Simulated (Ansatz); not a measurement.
Values for one crystal, relaxed and computed with the program Ansatz at the PBEsol level (PAW); other levels are named.

| Property | Value |
|---|---|
| Volume per atom | 12.18 Å³ |
| Band gap | 0.92 eV (direct) |
| Poisson's ratio | 0.30 |
| Debye temperature from the elastic constants | 519 K |
| Valence-band maximum | at Γ |
| Pressure derivative B′ | 5.5 |
| Electronic dielectric constant ε∞ (DFPT) | 4.59 (xx = yy), 4.90 (zz) |

Q: Which compound is it?
(A) MgO, rock salt
(B) SnO2, rutile
(C) TiO2, anatase
(D) WO3, Pmma (W on 2e, O on 2f, O on 2e, O on 2a)

A: B, SnO2, rutile

Space group P4_2/mnm (rutile). The PBEsol relaxation kept the symmetry of its start. Scalar-relativistic: spin–orbit coupling is off unless named, which matters more the heavier the elements.

Potentials: the later of the program's two PAW sets.
